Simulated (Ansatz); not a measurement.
Space group Fm-3m (No. 225). a = 6.570 Å, b = 6.570 Å, c = 6.570 Å, α = 90.00°, β = 90.00°, γ = 90.00°
| atom | site | symmetry | x | y | z |
| --- | --- | --- | --- | --- | --- |
| In | 8c | -43m | 0.2500 | 0.7500 | 0.7500 |
| Au | 4a | m-3m | 0.0000 | 0.0000 | 0.0000 |

Equation of state of this In2Au structure (not necessarily the ground state), with shape and atoms relaxed at each volume where symmetry leaves them free. It has no gap at any of these volumes. Level of theory: Ansatz 0.2.0, DFT r2SCAN, scalar-relativistic, plane waves, PAW.

Plane waves to 500 eV, a k mesh through Γ of 12×12×12 on the computed 3-atom cell and Gaussian smearing (0.10 eV); no spin polarisation.

| V (Å³/atom) | E − E(largest V) (meV/atom) | P (GPa) |
| --- | --- | --- |
| 22.210 | 5.63 | 5.11 |
| 22.919 | -10.38 | 2.26 |
| 23.628 | -15.10 | 0.01 |
| 24.336 | -10.98 | -1.78 |
| 25.045 | 0.00 | -3.15 |

Q: Fit a third-order Birch–Murnaghan equation to E(V).

A: V0 = 23.62 Å³/atom, B0 = 66 GPa, B0' = 7.3.

Spin-orbit coupling is left out, which matters for the bands of heavy elements.